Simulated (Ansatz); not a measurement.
PbTe (rock salt)

```yaml
crystal:
  lattice:
    - [0.00000, 3.28451, 3.28451]
    - [3.28451, 0.00000, 3.28451]
    - [3.28451, 3.28451, 0.00000]
  atoms:
    - { symbol: Te, position: [0.00000, 0.00000, 0.00000] }
    - { symbol: Pb, position: [0.50000, 0.50000, 0.50000] }
```

In this cell atom 2 (Pb, nearest neighbour Te at 3.285 Å; its periodic images, 4.6 Å or more away, move with it) is moved by u·(1.000, 0.000, 0.000) + v·(0.000, 0.000, 1.000); the rest is frozen.

Calculation: PBE (plane waves to 420 eV, PAW, scalar-relativistic; Ansatz, a first-principles code). k mesh 7×7×7 (Γ-centred), Fermi-Dirac smearing 0.05 eV. Energies are smeared free energies. Fu and Fv are the components of the force on the atom. PbTe was relaxed with its symmetry unable to fall. Spin-orbit coupling is left out, though Pb and Te are heavy. The zero of ΔE is the undisplaced structure. Axes are in Å.

ΔE (eV/cell), with u across and v down:

| v \ u | -0.490 | -0.327 | -0.163 | 0.000 | 0.163 | 0.327 | 0.490 |
|---|---|---|---|---|---|---|---|
| -0.490 | 0.407 | 0.258 | 0.198 | 0.183 | 0.198 | 0.258 | 0.407 |
| -0.327 | 0.258 | 0.108 | 0.054 | 0.043 | 0.054 | 0.108 | 0.258 |
| -0.163 | 0.198 | 0.054 | 0.010 | 0.004 | 0.010 | 0.054 | 0.198 |
| 0.000 | 0.183 | 0.043 | 0.004 | 0.000 | 0.004 | 0.043 | 0.183 |
| 0.163 | 0.198 | 0.054 | 0.010 | 0.004 | 0.010 | 0.054 | 0.198 |
| 0.327 | 0.258 | 0.108 | 0.054 | 0.043 | 0.054 | 0.108 | 0.258 |
| 0.490 | 0.407 | 0.258 | 0.198 | 0.183 | 0.198 | 0.258 | 0.407 |

Fu (eV/Å), with u across and v down:

| v \ u | -0.490 | -0.327 | -0.163 | 0.000 | 0.163 | 0.327 | 0.490 |
|---|---|---|---|---|---|---|---|
| -0.490 | 1.32 | 0.58 | 0.20 | 0.00 | -0.20 | -0.58 | -1.32 |
| -0.327 | 1.37 | 0.56 | 0.16 | 0.00 | -0.16 | -0.56 | -1.37 |
| -0.163 | 1.36 | 0.50 | 0.10 | 0.00 | -0.10 | -0.50 | -1.36 |
| 0.000 | 1.35 | 0.47 | 0.08 | 0.00 | -0.08 | -0.47 | -1.35 |
| 0.163 | 1.36 | 0.50 | 0.10 | 0.00 | -0.10 | -0.50 | -1.36 |
| 0.327 | 1.37 | 0.56 | 0.16 | 0.00 | -0.16 | -0.56 | -1.37 |
| 0.490 | 1.32 | 0.58 | 0.20 | 0.00 | -0.20 | -0.58 | -1.32 |

Derived quantities:

| Item | Value |
|---|---|
| Lowest place on the grid | u = 0.000 Å, v = 0.000 Å (0 meV/cell) |
| Highest place on the grid, met at several equal points | u = -0.490 Å, v = -0.490 Å; u = 0.490 Å, v = -0.490 Å; u = -0.490 Å, v = 0.490 Å; u = 0.490 Å, v = 0.490 Å (407 meV/cell) |

The 49 points together took very roughly 9 core-minutes.

(A displaced cell: forces are minus the slopes of the energy, force constants its curvatures, and phonons follow from these.)
